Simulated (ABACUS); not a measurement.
Band structure of SnSe2 (P-3m1, 3 atoms in the cell; from Materials Project mp-665).

```yaml
crystal:
  lattice:
    - [3.84190, 0.00000, 0.00000]
    - [-1.92095, 3.32718, 0.00000]
    - [0.00000, 0.00000, 6.48588]
  atoms:
    - { symbol: Sn, position: [0.00000, 0.00000, 0.00000] }
    - { symbol: Se, position: [0.66667, 0.33333, 0.75710] }
    - { symbol: Se, position: [0.33333, 0.66667, 0.24290] }
```

All values come from this method and carry its errors: PBEsol, PseudoDojo 0.4 standard norm-conserving PBEsol (tails mended) pseudopotentials (plane waves; ABACUS).

Settings: KPT = Gamma 7 7 3 0 0 0; basis_type = pw; ecutwfc = 86 Ry; smearing_method = gaussian; smearing_sigma = 0.000734986 Ry; potentials = PseudoDojo 0.4 standard norm-conserving PBEsol (tails mended); symmetry = 1; nbands = 35; ks_solver = dav_subspace; scf_nmax = 100; scf_thr = 1.0e-09 Ry; mixing_type = broyden.

The structure comes from a collection of computed structures, made at another level of theory; the collection holds predicted forms beside known ones.

Predict the gap along the standard path and the places of the band edges.

The gap along the path is 0.66 eV, from a point between Γ and M to a point between A|L and M|K; the smallest direct gap on it is 1.09 eV.

Points are given in units of this cell's reciprocal vectors. Levels in eV from the top of the valence band on the path, bands 20 to 27:
```tsv
point	20	21	22	23	24	25	26	27
Γ (0 0 0)	-0.51	-0.23	-0.19	-0.19	0.98	2.99	4.60	4.60
M (0.5 0 0)	-2.65	-2.35	-1.01	-0.25	1.03	3.74	5.45	5.46
K (0.333 0.333 0)	-3.53	-3.19	-1.27	-1.27	1.41	6.14	6.14	6.94
A (0 0 0.5)	-0.57	-0.57	-0.09	-0.09	2.23	2.90	4.43	4.43
L (0.5 0 0.5)	-2.25	-2.00	-0.70	-0.50	0.68	4.15	4.75	5.71
H (0.333 0.333 0.5)	-3.87	-3.43	-0.45	-0.45	2.21	4.61	4.61	6.11
```

“Tails mended”: in these copies of the files the far tail of each local potential was reset to the Coulomb form.
